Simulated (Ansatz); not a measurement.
**Cs2RuC2NCl3O5 — ¹⁷O NMR of the central transition**

Cell: a measured structure from the Crystallography Open Database (COD), its atoms then relaxed with PBE in this cell.

Space group P-1 (No. 2); a = 6.8497, b = 7.2981, c = 12.7495 Å, α = 87.54°, β = 80.05°, γ = 67.76°.

```
site  Wyckoff  site symmetry       x       y       z
 Cs1       2i              1  0.3112  0.8542  0.0892
 Cs3       2i              1  0.5684  0.6729  0.6425
  Ru       2i              1  0.1946  0.3065  0.7052
  C7       2i              1  0.8788  0.5816  0.8601
  C9       2i              1  0.0966  0.5857  0.8752
   N       2i              1  0.1198  0.1694  0.6239
Cl13       2i              1  0.2595  0.0449  0.8287
Cl15       2i              1  0.5622  0.1800  0.6274
Cl17       2i              1  0.1240  0.5943  0.5987
 O19       2i              1  0.0637  0.0685  0.5794
 O21       2i              1  0.8919  0.4476  0.7918
 O23       2i              1  0.2624  0.4623  0.8123
 O25       2i              1  0.1060  0.6972  0.9414
 O27       2i              1  0.7086  0.6971  0.9093
```

One atom of each set is listed.

Method: Kohn–Sham DFT in Ansatz, PBE, plane waves and PAW, scalar-relativistic, 420 eV cutoff, Γ-centred 6×5×3 k-points, Fermi–Dirac smearing 0.05 eV.

¹⁷O has I = 5/2 and Q = -25.58 mb (Pyykkö 2018); at 21.1 T its Larmor frequency is ν₀ = 121.8 MHz. Only the quadrupole interaction is simulated: positions count from each site's isotropic chemical shift, and J coupling is left out, as are shift anisotropy and dipolar coupling, which fast spinning averages.

(1) What does the ¹⁷O spectrum (fast magic-angle spinning) show for each site?

## Answers

(1) 

| site | first shell | C_Q (MHz) | η | P_Q (MHz) | δ_QIS (ppm) | breadth (kHz) |
| --- | --- | --- | --- | --- | --- | --- |
| O19 | 1 N at 1.16 Å; also 1 Ru at 2.88 Å | -5.30 | 0.07 | 5.30 | -11.4 | 3.03 |
| O21 | 1 C at 1.30 Å, 1 Ru at 2.07 Å, angle 114°; also 2 Cs at 3.11–3.22 Å | -6.26 | 0.26 | 6.33 | -16.2 | 4.50 |
| O23 | 1 C at 1.31 Å, 1 Ru at 2.03 Å, angle 116° | -6.26 | 0.27 | 6.34 | -16.2 | 4.52 |
| O25 | 1 C at 1.22 Å; also 1 Cs at 3.03 Å | 8.81 | 0.02 | 8.81 | -31.4 | 8.24 |
| O27 | 1 C at 1.23 Å; also 2 Cs at 3.11–3.23 Å | 8.51 | 0.14 | 8.53 | -29.4 | 7.99 |

δ_QIS = −(ν_Q²/30ν₀²)[I(I+1) − 3/4](1 + η²/3) × 10⁶ ppm with ν_Q = 3|C_Q|/[2I(2I−1)]; it falls as 1/B₀² in ppm, and the breadth as 1/B₀ in kHz.

At O19 V_zz points along its bond to N (within 2°).

Without spin–orbit coupling (the program notes it for Ru) the gradients are little affected as a rule: paired runs on crystals with a gap mostly move them by under 2 % at such atoms.
